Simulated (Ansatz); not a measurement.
SiS$_{2}$ (SiS2 type, space group Ibam)

```xyz
6
Lattice="-2.9011 4.9480 2.7726 2.9011 -4.9480 2.7726 2.9011 4.9480 -2.7726" Properties=species:S:1:pos:R:3 pbc="T T T"
S      1.7425     3.8124     2.7726
S      1.1586    -1.1356     2.7726
S      1.7425     6.0836     0.0000
S      1.1586     1.1356     0.0000
Si     0.0000     0.0000     4.1589
Si     0.0000     0.0000     1.3863
```

E(V) scan at fixed shape, V₀ the volume above. The atoms relax within the cell's symmetry.

Computed with r2SCAN (plane waves to 500 eV, PAW, scalar-relativistic; Ansatz, a quantum-chemistry and plane-wave program). k mesh 9×9×9 (Γ-centred), Fermi-Dirac smearing 0.05 eV. Energies are smeared free energies. Compression counts positive. With the shape held, the modulus is that of even scaling; a crystal free to change shape is softer. SiS2 was relaxed with its symmetry unable to fall. The zero of ΔE is the relaxed starting cell.

The scan covers V/V₀ from 0.900 to 1.100 in 11 points.

Question: What is ΔE at V/V₀ = 1.100?

Answer: 12.6 meV/atom.

Question: What is ΔE at V/V₀ = 0.900?

Answer: 16.7 meV/atom.

Question: What pressure does the cell carry at V/V₀ = 0.900?

Answer: 2.18 GPa.

(Under strain, the slope of the energy per volume gives the stress and its curvature an elastic modulus.)
